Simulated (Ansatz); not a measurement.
Mo:
```yaml
crystal:
  lattice:
    - [2.60412, 0.00000, 0.00000]
    - [0.00000, 2.60412, 0.00000]
    - [0.00000, 0.00000, 2.60412]
  atoms:
    - { symbol: Mo, position: [0.00000, 0.00000, 0.00000] }
```

Relaxed with PBE. Special points in fractions of this cell's reciprocal vectors: Γ (0.000, 0.000, 0.000); X (0.000, 0.500, 0.000); M (0.500, 0.500, 0.000); R (0.500, 0.500, 0.500).

**Question.** List the band energies nearest the Fermi level at these points for PBE (plane waves, PAW; program Ansatz).

**Answer.** In eV from the Fermi level; about four levels below and three above (degenerate sets whole), none deeper than 8.9 eV; … stands for higher levels left out; points with the same levels are listed once.

| k | below | above |
|---|---|---|
| Γ | -6.38 -4.06 -4.06 | … |
| X | -3.39 -3.18 | 0.15 0.70 0.70 |
| M | -5.19 -2.17 | 1.35 1.35 … |
| R | -3.62 -3.62 -3.62 | 6.30 6.30 … |

Space group Pm-3m (simple cubic). A made-up cell: these elements were put on the sites of a structure type; neither database checked (COD, Materials Project) lists it. It is not the phase usual at ambient conditions (space group No. 229). The PBE relaxation kept the symmetry of its start; whether a distortion lowers the energy is not shown. No spin polarisation was allowed. Scalar-relativistic: spin–orbit coupling is off unless named, which matters more the heavier the elements.

Potentials: the later of the program's two PAW sets.
